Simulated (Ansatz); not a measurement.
Consider the following.

YAlGe (space group Cmcm)

```yaml
crystal:
  lattice:
    - [2.01318, -5.15994, 0.00000]
    - [2.01318, 5.15994, 0.00000]
    - [0.00000, 0.00000, 5.72233]
  atoms:
    - { symbol: Y, position: [0.30923, 0.69077, 0.75000] }
    - { symbol: Y, position: [0.69077, 0.30923, 0.25000] }
    - { symbol: Al, position: [0.00000, 0.00000, 0.00000] }
    - { symbol: Al, position: [0.00000, 0.00000, 0.50000] }
    - { symbol: Ge, position: [0.39477, 0.60523, 0.25000] }
    - { symbol: Ge, position: [0.60523, 0.39477, 0.75000] }
```

This relaxed cell (volume V₀) is scaled evenly in all directions, its shape held. The atoms relax within the cell's symmetry.

Level of theory: PBEsol (plane waves to 420 eV, PAW, scalar-relativistic; Ansatz, an electronic-structure program). k mesh 12×12×8 (Γ-centred), Fermi-Dirac smearing 0.05 eV. Energies are smeared free energies. Stress and pressure are positive under compression. With the shape held, the modulus is that of even scaling; a crystal free to change shape is softer. YAlGe is run without spin polarisation. YAlGe was relaxed with its symmetry unable to fall. ΔE is measured from the relaxed starting cell.

The scan covers V/V₀ from 0.900 to 1.100 in 9 points.

Problem. What is the fitted pressure derivative B₀′?

Solution. 4.4.

Problem. What bulk modulus at fixed cell shape B₀ follows from a third-order Birch-Murnaghan fit?

Solution. 87.7 GPa.

(Under strain, the slope of the energy per volume gives the stress and its curvature an elastic modulus.)
